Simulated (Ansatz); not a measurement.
Zr (hcp, Mg type)

```yaml
crystal:
  lattice:
    - [3.24602, 0.00000, 0.00000]
    - [-1.62301, 2.81113, 0.00000]
    - [0.00000, 0.00000, 5.15071]
  atoms:
    - { symbol: Zr, position: [0.33333, 0.66667, 0.75000] }
    - { symbol: Zr, position: [0.66667, 0.33333, 0.25000] }
```

The slice is a (1 -1 0 0) plane (indices of the conventional cell) through the point (0.667, 0.333, 0.250) (fractional), spanned by u = [110] and v = [001] in vectors of this cell: u (3.25 Å) and v (5.15 Å, at 90° to u). It covers one period; positions are fractions (u, v).

Level of theory: r2SCAN (plane waves to 500 eV, PAW, scalar-relativistic; Ansatz, an electronic-structure program). k mesh 16×16×9. These are valence fields of a PAW run, semicore shells included where kept as valence: close to a nucleus they are smooth pseudo fields. Zr is run without spin polarisation. Zr was relaxed with its symmetry unable to fall.

Question: What is the valence density on the shortest Zr–Zr line in this plane (3.25 Å), at its midpoint?

Answer: 0.17 e/Å³.

Question: What is the ELF at the midpoint of the shortest Zr–Zr line in this plane (3.25 Å)?

Answer: 0.2.

Question: Predict the map of the electrostatic potential energy of an electron, from the cell's mean on the slice.

Answer: 
```
|xxxxxxxx  ::****::  xxxxxx|
|xxxxxxxx  ==####==  xxxxxx|
|xxxxxx  ::**%%%%**::  xxxx|
|      ::++##%%%%##++::    |
|----==**####%%%%####**==--|
|########****++++****######|
|@@@@%%**==::....::==**%%@@|
|@@@@##++..        ..++##@@|
|@@@@##--    xxxx    --##@@|
|@@@@**--    xxxx    --**@@|
|@@@@##--    xxxx    --##@@|
|@@@@##++..        ..++##@@|
|@@@@%%**==::....::==**%%@@|
|########****++++****######|
|----==**####%%%%####**==--|
|      ::++##%%%%##++::    |
|xxxxxx  ::**%%%%**::  xxxx|
|xxxxxxxx  ==####==  xxxxxx|
|xxxxxxxx  ::****::  xxxxxx|
|xxxxxxxxxx..++++..xxxxxxxx|
```
Scale: ten equal steps from 2.00 (start of ' ') to 10.71 (end of '@'), in the order ' .:-=+*#%@'. Values: electrostatic potential energy of an electron, from the cell's mean, in eV. The map has 13 points along u (two characters each, u = 0 at the left) and 20 along v (v = 0 in the bottom row). Points within 1 Å of a nucleus are blanked (x), as the pseudised field means little there. Values under 2 eV are set to 2. The zero, the cell's mean, hangs on the PAW cores.
